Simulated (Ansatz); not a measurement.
Consider the following.

LaZrNO2:
```
LaZrNO2
1.0
   -2.94902     2.96007     4.10953
    2.94902    -2.96007     4.10953
    2.94902     2.96007    -4.10953
La Zr N O
2 2 2 4
Direct
  0.75000   0.97669   0.22669
  0.25000   0.52331   0.27331
  0.01614   0.75000   0.76614
  0.48386   0.25000   0.73386
  0.31438   0.56438   0.75000
  0.18562   0.93562   0.25000
  0.75000   0.38917   0.63917
  0.25000   0.11083   0.86083
  0.81166   0.56166   0.25000
  0.68834   0.93834   0.75000
```

This is the PBE-relaxed structure. Tensor components refer to the Cartesian frame of this cell.

Question: All from plane-wave PAW PBE (Ansatz code), unless another level is named. Give the electron effective mass.

Answer: 0.41, 0.66, 2.3 mₑ (principal values).

Question: Next, the hole effective mass?

Answer: 0.72, 1.2, 3.9 mₑ (principal values).

Question: And the conduction-band minimum?

Answer: at Γ.

Question: Next, the valence-band maximum?

Answer: at X (k = 0.500, 0.500, 0.500 in fractions of the reciprocal vectors).

Space group I2_12_12_1. The start of the workflow was typed in or built on a structure type; neither database checked (COD, Materials Project) lists it. Its standing as an ambient phase is unchecked. Symmetry was held in the PBE relaxation; its stability against distortions is not shown here. No spin polarisation was allowed. Scalar-relativistic: spin–orbit coupling is off unless named, which matters more the heavier the elements.

Potentials: the earlier of the program's two PAW sets.

Edges and masses are those of Kohn–Sham bands, whose gap is no quasiparticle gap.
